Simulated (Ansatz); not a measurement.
Polymorphs of K₂S, each relaxed with DFT-LDA in the program Ansatz with PAW potentials:

A: P6_3/mmc
a = b = 5.1261 Å, c = 6.7848 Å, α = β = 90.00°, γ = 120.00°

| atom | site | symmetry | x | y | z |
|---|---|---|---|---|---|
| S | 2c | -6m2 | 0.3333 | 0.6667 | 0.2500 |
| K | 2a | -3m. | 0.0000 | 0.0000 | 0.0000 |
| K | 2d | -6m2 | 0.6667 | 0.3333 | 0.2500 |

B: anti-fluorite (Fm-3m)
a = 7.190 Å, b = 7.190 Å, c = 7.190 Å, α = 90.00°, β = 90.00°, γ = 90.00°

```json
[
 {"atom": "K", "site": "8c", "symmetry": "-43m", "x": "0.2500", "y": "0.2500", "z": "0.2500"},
 {"atom": "S", "site": "4a", "symmetry": "m-3m", "x": "0.0000", "y": "0.0000", "z": "0.0000"}
]
```

Q: Order them by energy per atom at 0 K (lowest first) at the level LDA.

A: B (+0 meV/atom), A (+50 meV/atom)

Q: Give each one's gap.

A: A 2.27 eV; B 2.31 eV.

Standing as an ambient phase not checked: A. All cells were relaxed under the symmetry of their starts (and spin orders); stability against distortions was not tested throughout.

Energies hold the estimated change up to a 700 eV cutoff; steps of a few meV lie near the error of the meshes.

Potentials: the later of the program's two PAW sets.
